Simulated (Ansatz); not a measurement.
The calculation used DFT PBE, scalar-relativistic, plane waves, PAW in Ansatz 0.2.0. All cells share a 420 eV cutoff and Γ-centred k meshes spaced about 0.3 Å⁻¹ or finer (0.25 for metals, 2π included). No spin polarisation.

These are static total energies at zero pressure.

Two forms of Si₃C₄ were relaxed alike.

1.

```
Si C
1.0
     3.00417    0.00000    0.00000
    -1.50209    2.60169    0.00000
     0.00000    0.00000    8.89321
Si C
3 4
Direct
  0.00000 0.00000 0.50000
  0.66667 0.33333 0.17271
  0.33333 0.66667 0.82729
  0.00000 0.00000 0.08587
  0.33333 0.66667 0.62166
  0.00000 0.00000 0.91413
  0.66667 0.33333 0.37834
```

2.

```
Si C
1.0
     1.54528    0.89217    9.01636
    -1.54528    0.89217    9.01636
     0.00000   -1.78433    9.01636
Si C
3 4
Direct
  0.77538 0.77538 0.77538
  0.22462 0.22462 0.22462
  0.00000 0.00000 0.00000
  0.70420 0.70420 0.70420
  0.12327 0.12327 0.12327
  0.29580 0.29580 0.29580
  0.87673 0.87673 0.87673
```

**Question.** Which form is favoured at zero pressure, and by what margin per atom?

**Answer.** Cell 1 is lower, by 0.38 eV/atom. Cell 1 has space group P-3m1 (No. 164), 9.9 Å³/atom and no gap on its mesh; cell 2 has space group R-3m (No. 166), 10.7 Å³/atom and no gap. Counting C atoms around Si (those within 1.25 times the shortest such distance or 1.15 times the sum of covalent radii, 1.27 where that leaves under three; a slash parts the counts of unlike sites), cell 1 and cell 2 both have Si 4/6. Cell 1 holds C–C pairs (shortest 1.53 Å); in cell 2 the shortest C–C distance is 2.70 Å. Even the lower one lies +0.44 eV/atom against the reference forms of the elements (uncorrected), so neither is stable at this level. Both come from trial cells of a structure search.

No dispersion correction is applied, so the spacing and binding between layers, chains or molecules are poorly described (R-3m), and this can change margins and order among such cells. Trial moments fell under 0.15 μB along the way in P-3m1 and R-3m; another start might hold them. With atoms moved at random, cell 1 came back. Cell 2 had no clear such test and can be a saddle point.
